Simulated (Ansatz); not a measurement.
LiPt in space group P-6m2 (No. 187; Li on 1b, Pt on 1e), plane-wave PAW PBE (Ansatz code), all energies at zero smearing, with the estimated change up to a 700 eV cutoff added, with one set of potentials and settings (totals compare only within such a set). Cell of 2 atoms (1 Li, 1 Pt): -12728.937 eV.

| element | reference phase | E (eV/atom) |
|---|---|---|
| Li | Fm-3m, 1 atoms in the cell | -204.6902 |
| Pt | Fm-3m, 1 atoms in the cell | -12523.0127 |

Formation energy per atom, worked out: (-12728.937 − 1×(-204.6902) − 1×(-12523.0127))/2 = -0.617 eV/atom (-60 kJ per mol of atoms), at 0 K, without zero-point energy or fitted corrections.

The workflow started from an entry of the Crystallography Open Database (COD). Its standing as an ambient phase is unchecked. The PBE relaxation kept the symmetry of its start; its stability against distortions is not shown here. No spin polarisation was allowed. The references are the lowest solids computed at this level, not always the standard phases. Spin–orbit coupling is left out wherever it is not named.

Potentials: the later of the program's two PAW sets.
